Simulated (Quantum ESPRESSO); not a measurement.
## Ca2ZnMgO4 (convergence and cost over cutoff and k mesh)

A calculation, not a measurement. The program is pw.x of Quantum ESPRESSO 7.5 (plane-wave density functional theory). The cell is made up: 8 atoms on a rocksalt lattice, with randomly drawn elements, strain and displacements, not relaxed. PseudoDojo standard norm-conserving files (v0.5 for PBE, v0.4.1 for LDA and PBEsol) set the functional; there is no spin polarisation, spin-orbit coupling or dispersion term, and the masses in the input are unused placeholders.

Input of the run in row 2:

```
&control calculation='scf', pseudo_dir='./dojo.nc.sr.pbe.v0_5.standard.upf', outdir='./o', disk_io='low', tprnfor=.true., tstress=.true. /
&system ibrav=0, nat=8, ntyp=4, nbnd=43, ecutwfc=84.00895049, nosym=.true., tot_charge=0,
 occupations='smearing', smearing='fd', degauss=0.0018374661
/
&electrons conv_thr=7.350e-09, electron_maxstep=60, /
ATOMIC_SPECIES
Ca 1.0 Ca.upf
Mg 1.0 Mg.upf
O 1.0 O.upf
Zn 1.0 Zn.upf
CELL_PARAMETERS angstrom
4.4785 0.0468 -0.0122
0.0468 4.5428 0.0743
-0.0122 0.0743 4.4936
ATOMIC_POSITIONS angstrom
Ca -0.0248 -0.0196 -0.0049
Zn -0.0172 2.3075 2.2552
Ca 2.2026 0.0735 2.2436
Mg 2.2802 2.2851 0.0451
O 2.2663 0.0069 -0.0108
O 2.2407 2.3481 2.2449
O 4.4625 0.0735 2.2429
O 4.5073 2.3044 0.03
K_POINTS automatic
4 4 4 1 1 1
```

The same cell was run at these settings. Meshes are shifted by half a step, and differences are from the last row, which is itself not exact.

| cutoff (eV) | k mesh | k points solved | threshold (eV) | free energy less the last row's (eV) | pressure (GPa) | largest stress difference (GPa) | largest force difference (eV/Å) | iterations | wall time (s) | k-point pools | processor |
| --- | --- | --- | --- | --- | --- | --- | --- | --- | --- | --- | --- |
| 800 | 2 x 2 x 2 | 4 | 1e-04 | 2.414 | -30.13 | 39.08 | 0.050 | 9 | 9 | 4 | Intel Xeon, 2023 or later |
| 1143 | 4 x 4 x 4 | 32 | 1e-07 | 0.000 | 8.64 | 0.04 | 0.005 | 12 | 41 | 4 | Intel Xeon, 2023 or later |
| 1437 | 6 x 6 x 6 | 108 | 1e-07 | 0.000 | 8.67 | 0.00 | 0.000 | 12 | 164 | 4 | Intel Xeon, 2023 or later |

Each pool is one process. Wall times include start-up and a band step at six k points, which weighs most on the coarsest meshes. The runs were on shared virtual cores whose load varied, so times are rough.